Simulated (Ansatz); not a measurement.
According to plane-wave PAW r²SCAN (Ansatz code), Mn in the diamond structure (Fd-3m) relaxes to a = 5.535 Å. Mn has 4 nearest neighbours from 2.40 Å (tetrahedral).

Electronic character: metallic (no gap). The magnetic state found is antiferromagnetic.

An equation-of-state fit gives a bulk modulus of 25.5 GPa.

The start of the workflow was typed in or built on a structure type; neither database checked (COD, Materials Project) lists it. It is not the phase usual at ambient conditions (space group No. 217). The cell was relaxed with r²SCAN under the symmetry of its start, as lowered by the spin order; its stability against distortions is not shown here. The final state is antiferromagnetic, chosen from 4 collinear starts compared on coarse meshes (ties went to the first, and starts can fall back to one state), not a proven ground state. Other orbital occupations within this spin state were not tried.

Potentials: the later of the program's two PAW sets.
